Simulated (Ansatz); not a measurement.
Given:

Ge:
```xyz
8
Lattice="5.3377 0.0000 0.0000 0.0000 5.3377 0.0000 0.0000 0.0000 5.3377" Properties=species:S:1:pos:R:3 pbc="T T T"
Ge     1.3344     0.0000     2.6689
Ge     4.0033     0.0000     2.6689
Ge     0.0000     2.6689     1.3344
Ge     0.0000     2.6689     4.0033
Ge     2.6689     1.3344     0.0000
Ge     2.6689     4.0033     0.0000
Ge     0.0000     0.0000     0.0000
Ge     2.6689     2.6689     2.6689
```

This is the PBE+D3(BJ)-relaxed structure.

Task: All from DFT-PBE+D3(BJ) in the program Ansatz with PAW potentials, unless another level is named. Estimate the electronic character.

Result: metallic (no gap).

Task: Next, the density of states at the Fermi level?

Result: 0.54 states/eV per atom (mean over ±0.08 eV).

Task: What about the gap with spin–orbit coupling?

Result: none (metallic).

Space group Pm-3n (A15 (β-W type)). A made-up cell: these elements were put on the sites of a structure type; neither database checked (COD, Materials Project) lists it. It is not the phase usual at ambient conditions (space group No. 227). Symmetry was held in the PBE+D3(BJ) relaxation; its stability against distortions is not shown here. Scalar-relativistic: spin–orbit coupling is off unless named, which matters more the heavier the elements.

Potentials: the earlier of the program's two PAW sets.
